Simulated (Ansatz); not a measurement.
An Ansatz (a program for electronic structure) input:

Ansatz 0.2 input:
```yaml
crystal:
  lattice:
    - [2.834408815, 0.0, 0.0]
    - [0.0, 2.834408815, 0.0]
    - [0.0, 0.0, 3.5380088417]
  atoms:
    - { symbol: Cu, position: [0.5, 0.5, 0.5] }
    - { symbol: Au, position: [0.0, 0.0, 0.0] }
kpoints:
  mp_grid: { grid: [11, 11, 9] }
  band_path:
    path:
      - [[0.0, 0.0, 0.0], [0.0, 0.5, 0.0], [0.5, 0.5, 0.0], [0.0, 0.0, 0.0], [0.0, 0.0, 0.5], [0.0, 0.5, 0.5], [0.5, 0.5, 0.5], [0.0, 0.0, 0.5]]  # Γ-X-M-Γ-Z-R-A-Z
      - [[0.0, 0.5, 0.0], [0.0, 0.5, 0.5]]  # X-R
      - [[0.5, 0.5, 0.0], [0.5, 0.5, 0.5]]  # M-A
    npoints: 8
basis: { xc_grid: 2 }
hamiltonian:
  xc: pbesol
  pseudopotentials: { kind: paw }
magnetization: { noncollinear: true, spin_orbit: true }
scf:
  n_extra_bands: 12
  convergence: { dr2_threshold: 0.0000000001 }
  occupations: { method: gaussian, width: 0.05 }
output: { eigenvalues: true }
```

**Question.** How many symmetry operations and irreducible k-points will the run report?

**Answer.** 16 operations, 105 of 1089 k-points.

**Question.** With a cutoff of 420 eV, how many plane waves at Γ?

**Answer.** 543.

It took roughly 50 core-seconds on shared server cores.

Space group P4/mmm (L1₀ or tetragonal B2). Symmetry was held in the PBEsol relaxation; of distortions, only those at the zone centre were tested. No spin polarisation was allowed.

Potentials: the later of the program's two PAW sets.

Ansatz is a plane-wave DFT program.
